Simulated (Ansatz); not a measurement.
Input and command of a plane-wave DFT calculation in Ansatz:

```yaml
crystal:
  lattice:
    - [4.1878491923, 0.0, 0.0]
    - [-2.0939245961, 3.6267837877, 0.0]
    - [0.0, 0.0, 8.5469012741]
  atoms:
    - { symbol: Te, position: [0.3333333333, 0.6666666667, 0.1840357902] }
    - { symbol: Te, position: [0.6666666667, 0.3333333333, 0.8159642098] }
    - { symbol: S, position: [0.0, 0.0, 0.0] }
    - { symbol: S, position: [0.3333333333, 0.6666666667, 0.6801938779] }
    - { symbol: S, position: [0.6666666667, 0.3333333333, 0.3198061221] }
basis:
  ecutwfc: 500
kpoints:
  mp_grid: { grid: [12, 12, 6] }
hamiltonian:
  xc: r2scan
scf:
  occupations: { method: gaussian, width: 0.1 }
output:
  forces: true
  stress: true
  eigenvalues: true
relax:
  adjacent_minimum: "off"
  f_tol: 0.01
  max_steps: 80
  cell: { stress_tol: 0.05 }
```

```bash
ansatz run input.yaml --threads 1 --pin off --max-ram 2560MiB --backend cpu --events-out ev --progress --plain --runs-dir out
```

Processor: Arm Neoverse N1, 1 thread, on a host shared with other jobs.

Q: Estimate time, memory and problem size.

A: About 7.6 min on 1 thread of Arm Neoverse N1, with other jobs on the host, peak memory 0.9 GiB. It solves 30 bands at 100 k points (the mesh reduced by the symmetry that the task leaves, which can be less than the crystal's) with about 3373 plane waves (on the last cell), in 30 SCF iterations over 5 ionic steps.
